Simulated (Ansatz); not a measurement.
## Two states of Ti2Mn3S2

```
CELL_PARAMETERS angstrom
2.59673 4.49768 0.00000
-2.59673 4.49768 0.00000
0.00000 -2.99845 4.24191
ATOMIC_POSITIONS crystal
Mn 0.00000 0.00000 0.50000
Mn 0.50000 0.00000 0.50000
Mn 0.00000 0.50000 0.50000
S 0.28300 0.28300 0.84900
S 0.71700 0.71700 0.15100
Ti 0.50000 0.50000 0.50000
Ti 0.00000 0.00000 0.00000
```

The numbers come from plane-wave PAW DFT (Ansatz): r2SCAN, with U_eff = 3.29 eV on Mn d (all-electron-ortho-atomic projectors), 500 eV, 5×5×5 Γ-centred k points, fermi-dirac occupations (width 0.1 eV). Nothing was relaxed.

State A: Mn1 up, Mn2 up, Mn3 up, Ti6 down, Ti7 down (collinear spin). State B: Mn1 up, Mn2 down, Mn3 up, Ti6 down, Ti7 down (collinear spin).

Problem. Compare the two self-consistent states.

Solution. State A is lower by 52.1 meV an atom at zero smearing; in free energy at this smearing B lies +51.4 meV an atom from A.

| state | free energy (meV/atom) | largest moment in a small sphere (μB) | net moment (μB/cell) | gap on mesh (eV) | pressure (GPa) | largest force (eV/Å) |
| --- | --- | --- | --- | --- | --- | --- |
| A | 0.0 | 2.97 | 5.91 | metal | 30.4 | 5.09 |
| B | 51.4 | 2.96 | 0.93 | metal | 28.9 | 4.93 |

Origin: a known structure type with other elements, at an estimated volume, so it need not be a known compound. Caveats: another magnetic order, which this cell may not hold, can open a gap; atoms or cell far from equilibrium.
